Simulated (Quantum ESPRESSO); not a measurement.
HfRe2Ru4Ti, a curve over one atom's position

A calculation, not a measurement. The program is pw.x of Quantum ESPRESSO 7.5 (plane-wave density functional theory). The cell is made up: eight metal atoms on a face-centred cubic lattice, with elements, volume, strain and displacements drawn at random and not relaxed, so it may be unstable or far from any real phase. PseudoDojo standard norm-conserving files set the functional (PBE unless stated); there is no spin polarisation or spin-orbit coupling, the Fermi-Dirac width of 0.25 eV means electrons at about 2900 K, and the masses in the input are unused placeholders. Heavy elements are run without spin-orbit coupling, which real alloys of them have. A spin test at this wide smearing found no moment, but such smearing suppresses magnetism that the real alloy may have.

Seven runs move atom 3 (Ru, counted in the order of the input) along y and keep all else fixed.

Input of the run at +0.0028:

```
&control calculation='scf', pseudo_dir='./dojo.nc.sr.pbe.v0_5.standard.upf', outdir='./o', disk_io='minimal', tprnfor=.true., tstress=.true. /
&system ibrav=0, nat=8, ntyp=4, nbnd=77, ecutwfc=84.00895049, nosym=.true., tot_charge=0,
 occupations='smearing', smearing='fd', degauss=0.0183746611
/
&electrons conv_thr=1.470e-08, electron_maxstep=70, mixing_beta=0.5 /
ATOMIC_SPECIES
Hf 1.0 Hf.upf
Re 1.0 Re.upf
Ru 1.0 Ru.upf
Ti 1.0 Ti.upf
CELL_PARAMETERS angstrom
0.0011 -1.9901 -2.0047
-0.0584 3.9044 -3.9338
8.1115 -0.0606 0.0562
ATOMIC_POSITIONS angstrom
Hf -0.034 -0.0314 0.0056
Re 4.0886 -0.0227 0.0433
Ru -0.0257 1.9663 -1.9215
Ti 4.0345 1.9241 -1.9571
Ru 1.9857 -0.0205 -1.9585
Ru 6.1468 -0.0375 -1.9185
Ru 2.0127 1.857 -3.9245
Re 6.0329 1.852 -3.8464
K_POINTS automatic
8 4 3 1 1 1
```

```
shift of atom 3 along y (Å)  free energy less that of the input shown (eV)  Fx on atom 3 (eV/Å)  Fy on atom 3 (eV/Å)  Fz on atom 3 (eV/Å)  pressure (GPa)  iterations
                    -0.1167                                         0.0651                0.247                0.934               -0.531           -7.97          24
                    -0.0578                                         0.0215                0.186                0.549               -0.379           -8.16          24
                    +0.0028                                         0.0000                0.126                0.162               -0.228           -8.22          22
                    +0.0136                                        -0.0014                0.116                0.095               -0.201           -8.22          22
                    +0.0324                                        -0.0021                0.098               -0.023               -0.155           -8.20          22
                    +0.0660                                         0.0022                0.068               -0.231               -0.071           -8.14          22
                    +0.1095                                         0.0181                0.033               -0.499                0.041           -8.00          21
```

A cubic fit gives dFy/dy = -6.30 eV/Å² at zero shift. Across the table the energy follows the integral of the force to 0.1 meV. A rerun of one of the cells at a higher cutoff and on a denser mesh moved values by no more than 0.014 eV in energy, 0.13 GPa in stress and 0.009 eV/Å in force, and a second program with other atomic files agreed on that cell to 2 % rms in force and 0.5 GPa in pressure.